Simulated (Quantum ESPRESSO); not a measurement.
Field gradients of CdS from a PBE PAW density (pw.x of a modified build of Quantum ESPRESSO, JTH datasets) with the all-electron reconstruction of Petrilli and co-workers. The input of pw.x:

```
&CONTROL
  calculation = 'scf'
  prefix = 'x'
  pseudo_dir = './pseudo'
  outdir = './out'
  tprnfor = .true.
/
&SYSTEM
  ibrav = 0
  nat = 2
  ntyp = 2
  ecutwfc = 40
  ecutrho = 160
  occupations = 'fixed'
  nbnd = 13
/
&ELECTRONS
  conv_thr = 1e-11
/
ATOMIC_SPECIES
Cd 112.414 Cd.GGA_PBE-JTH.UPF
S 32.060 S.GGA_PBE-JTH.UPF
CELL_PARAMETERS angstrom
    0.000000000000     2.972384550000     2.928240225000
    2.928240225000     0.000000000000     2.928240225000
    2.928240225000     2.972384550000     0.000000000000
ATOMIC_POSITIONS crystal
Cd     0.000000000000     0.000000000000     0.000000000000
S      0.250000000000     0.250000000000     0.250000000000
K_POINTS automatic
7 7 7 0 0 0
```
The cell was made here from a computed Materials Project entry: strained by +1 % along the cube axis and by -0.5 % across it, atoms relaxed (PBE without dispersion, pw.x of Quantum ESPRESSO, symmetry kept). The parent is CdS in F-43m. Stability against distortions was not tested.

Vzz is the sum of three terms, each taken along its main axis: the smooth valence density, the ions (nucleus and frozen core) with the augmentation charges of all other spheres, and the all-electron minus smooth density in the atom's own sphere. The split hangs on the datasets.  Cores are frozen. Against all-electron runs on small test molecules, this scheme's |Vzz| missed by −3 % on S. Cd had no test against all-electron runs.

| site | smooth valence density | ions and other spheres | own sphere | Vzz (a.u.) |
|---|---|---|---|---|
| Cd (atom 1) | -0.002 | 0.003 | ? | ? |
| S (atom 2) | -0.002 | 0.004 | ? | ? |

Q: Some entries are withheld; supply them.

A: 
- Cd (atom 1), own sphere: -0.046
- Cd (atom 1), Vzz (a.u.): -0.045
- S (atom 2), own sphere: 0.028
- S (atom 2), Vzz (a.u.): 0.030
